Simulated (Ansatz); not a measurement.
HgS (zinc blende)

```
HgS
1.0
    0.00000     2.99589     2.99589
    2.99589     0.00000     2.99589
    2.99589     2.99589     0.00000
S Hg
1 1
Direct
  0.25000   0.25000   0.25000
  0.00000   0.00000   0.00000
```

The slice is a {100} plane (indices of the conventional cell) through the point (0.250, 0.250, 0.250) (fractional), spanned by u = [100] and v = [0 1 -1] in vectors of this cell: u (4.24 Å) and v (4.24 Å, at 90° to u). It covers one period; positions are fractions (u, v).

Calculation: PBE (plane waves to 420 eV, PAW, scalar-relativistic; Ansatz, a program for electronic structure). k mesh 10×10×10. Inside the PAW spheres the values are not all-electron values, and peaks at nuclei hang on which shells count as valence. At this level the bands of HgS touch or barely overlap. HgS was relaxed with its symmetry unable to fall. Spin-orbit coupling is left out, though Hg is heavy.

Predict the map of the electron localisation function (ELF) on the slice.


```
|xxxxxx@@@@%%**--..........--**%%@@@@xxxx|
|xxxx@@@@@@%%++::..........::++%%@@@@@@xx|
|@@@@@@@@@@##==::..........::==##@@@@@@@@|
|@@@@@@@@##++--..............--++##@@@@@@|
|@@%%%%##++==::..          ..::==++##%%%%|
|****++==--::..              ..::--==++**|
|----::::....                  ....::::--|
|..........                      ........|
|..........                      ........|
|..........                      ........|
|..........                      ........|
|..........                      ........|
|----::::....                  ....::::--|
|****++==--::..              ..::--==++**|
|@@%%%%##++==::..          ..::==++##%%%%|
|@@@@@@@@##++--..............--++##@@@@@@|
|@@@@@@@@@@##==::..........::==##@@@@@@@@|
|xxxx@@@@@@%%++::..........::++%%@@@@@@xx|
|xxxxxx@@@@%%**--..........--**%%@@@@xxxx|
|xxxxxx@@@@@@**--..........--**@@@@@@xxxx|
```
Scale: ten equal steps from 0.01 (start of ' ') to 0.85 (end of '@'), in the order ' .:-=+*#%@'. Values: electron localisation function (ELF). The map has 20 points along u (two characters each, u = 0 at the left) and 20 along v (v = 0 in the bottom row). Points within 0.5 Å of a nucleus are blanked (x), as the pseudised field means little there.
